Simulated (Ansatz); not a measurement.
**Slab of hcp Gd (0001), 4 layers**

The slab is cut from the hcp crystal, which needn't be the stable phase, as relaxed on PAW files (33.63 Å³/atom), with 16 Å of vacuum and a dipole correction:

```yaml
crystal:
  lattice:
    - [3.64738, 0.00000, 0.00000]
    - [-1.82369, 3.15872, 0.00000]
    - [0.00000, 0.00000, 24.75630]
  atoms:
    - { symbol: Gd, position: [0.83333, 0.16667, 0.32315] }
    - { symbol: Gd, position: [0.16667, 0.83333, 0.44105] }
    - { symbol: Gd, position: [0.83333, 0.16667, 0.55895] }
    - { symbol: Gd, position: [0.16667, 0.83333, 0.67685] }
```

Level of theory: DFT with PBE, scalar-relativistic, in Ansatz 0.2.0; a Γ-centred 12×12×1 k mesh, Fermi–Dirac smearing of 0.05 eV, spin-polarised from start moments Gd1 7, Gd2 7, Gd3 7, Gd4 7 μB. LAPW: all electrons, basis error target 1 meV/atom; PAW: frozen-core files, cutoff 420 eV.

The bulk energy comes from a cell in the slab's orientation on a 12×12×6 mesh. The surface energy is (E(slab) − N·E(bulk))/2A at zero smearing, the mean of both faces; thin slabs carry quantum-size effects.

The open f shell is treated without a Hubbard term, so these are results of the method, and the state needn't be the lowest. Spin–orbit coupling is left out, which matters for the heavy atoms. The cell is 1×1, so reconstructions are forbidden, and in slabs of four or five layers the relaxations can be far larger than at a real surface. The program warned of electron density in the middle of the vacuum in some runs, so work functions there carry some error.

Question: As cut, the LAPW slab lies 1.261 eV above 4 atoms of bulk. What surface energy is that?

Answer: Over two faces of 11.52 Å² it is 54.7 meV/Å², and times 16.02 J/m² per eV/Å² that gives γ = 0.877 J/m².

```csv
method,γ as cut (J/m²),γ relaxed (J/m²),Φ as cut (eV),Φ relaxed (eV)
LAPW,0.877,0.847,3.48,3.45
PAW,0.877,0.846,3.48,3.45
```

Question: How do the spacings between the planes relax?

Answer: From the bottom face up: d12 -5.0 % of 2.919 Å, d23 +2.6 % of 2.919 Å, d34 -5.0 % of 2.919 Å.

Question: How do the moments vary through the slab?

Answer: Gd1 7.36, Gd2 7.36, Gd3 7.36, Gd4 7.36 μB in the LAPW spheres; the bulk has Gd 7.50 μB.

Question: What changes if the images along the normal are cut off in place of the dipole correction?

Answer: LAPW then gives: no gap, work function 3.45 eV; PAW: no gap, work function 3.45 eV.
